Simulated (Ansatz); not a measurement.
# Computed properties of NbRu

```
Nb Ru
1.0
     3.18400    0.00000    0.00000
     0.00000    3.18400    0.00000
     0.00000    0.00000    3.18400
Nb Ru
1 1
Direct
  0.00000 0.00000 0.00000
  0.50000 0.50000 0.50000
```

Atoms are numbered in the order listed.

The geometry is COD entry 1523398, unchecked; take it as a test cell.

Spin polarisation is left out, and whether a magnetic state lies lower isn't shown here.

Methods: DFT, PBEsol, all-electron LAPW, scalar-relativistic (Ansatz 0.2.0); DFT, PBEsol, PAW with Ansatz's default frozen-core files, scalar-relativistic (Ansatz 0.2.0).

For LAPW: a Γ-centred 11×11×11 k mesh, Fermi–Dirac smearing of 0.03 eV, basis error target 0.25 meV/atom, no spin polarisation. PAW takes a cutoff of 420 eV at this cell (files made with PBE, cores remade for this functional). The Ansatz runs share mesh, smearing and spin set-up. Values come from LAPW unless marked.

| Property | Result |
| --- | --- |
| Pressure at this cell | -9.95 GPa |
| Band gap | none: with an odd electron count and no spin polarisation the bands can't all be full, a metal in this set-up (spin order or a larger cell could open a gap) |
| Density of states at the Fermi level (0.2 eV bin) | 3.20 states/eV per cell |
| Löwdin charges (with 0.16 e of the cell spilling out of the atomic basis, so their sizes and signs hang on that basis) | Nb1 0.14, Ru2 0.02 e |
| Bader charges (from the PAW run) | Nb1 +1.02, Ru2 -1.02 e |
| Volume per atom | 16.14 Å³ |
